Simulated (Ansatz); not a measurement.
Problem. CsSnI₃ in space group Pnma (No. 62; Cs on 4c, Sn on 4a, I on 4c, I on 8d) is relaxed with PBEsol (plane waves, PAW; program Ansatz). What lattice parameters of the conventional cell result?

Solution. a = 8.778 Å, b = 12.238 Å, c = 8.380 Å.

Problem. Give the free coordinates with the occupied sites.

Solution. In one choice of origin and axes:

```json
[
 {"atom": "Cs", "site": "4c", "symmetry": ".m.", "x": "0.0679", "y": "0.7500", "z": "0.4762"},
 {"atom": "Sn", "site": "4a", "symmetry": "-1", "x": "0.0000", "y": "0.0000", "z": "0.0000"},
 {"atom": "I", "site": "4c", "symmetry": ".m.", "x": "0.0021", "y": "0.2500", "z": "0.0631"},
 {"atom": "I", "site": "8d", "symmetry": "1", "x": "0.2030", "y": "0.0319", "z": "0.6992"}
]
```

Problem. Is it a metal or does it have a gap at this level?

Solution. A gap of 0.55 eV, direct.

Symmetry was held in the PBEsol relaxation. Spin–orbit coupling is left out wherever it is not named.

Potentials: the later of the program's two PAW sets.
